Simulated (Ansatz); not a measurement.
The relaxed structure here is a generated cell of V: the first start was made by placing the elements on the sites of a structure type, and the end was not matched to a known phase here, so it may be hypothetical. Known forms of V include space group No. 229.

A relaxed cell of V (P6/mmm (No. 191)), relaxed on a k-mesh at least as fine as the one used below. Computed with PBE (plane waves to 420 eV, PAW, scalar-relativistic; Ansatz, an electronic-structure program). Γ-centred k-mesh 9×9×7 on the run's cell (coarser than for final values), Fermi–Dirac smearing 0.05 eV.

```xyz
4
Lattice="4.2167 0.0000 0.0000 -2.1083 3.6517 0.0000 0.0000 0.0000 4.6796" Properties=species:S:1:pos:R:3 pbc="T T T"
V      0.0000     2.4345     0.0000
V      0.0000     2.4345     2.3398
V      2.1083     1.2172     0.0000
V      2.1083     1.2172     2.3398
```

The atoms are displaced by (Å):

| atom | ux | uy | uz |
|---|---|---|---|
| V1 | -0.026 | 0.020 | 0.133 |
| V2 | -0.052 | -0.112 | 0.090 |
| V3 | -0.030 | 0.107 | 0.022 |
| V4 | -0.048 | 0.123 | 0.025 |

Question: What forces (eV/Å) and pressure result?

Answer: 
```json
[
 {"atom": "V1", "Fx": "0.04", "Fy": "0.23", "Fz": "-0.32"},
 {"atom": "V2", "Fx": "-0.02", "Fy": "0.05", "Fz": "0.68"},
 {"atom": "V3", "Fx": "0.02", "Fy": "-0.14", "Fz": "-0.06"},
 {"atom": "V4", "Fx": "-0.04", "Fy": "-0.14", "Fz": "-0.31"}
]
```

Pressure +0.1 GPa.

The undisplaced cell is probably no minimum: from this displacement the run went on to Im-3m (No. 229), 1.51 eV/atom below it.

No spin polarisation in the result: the starting moments vanished.
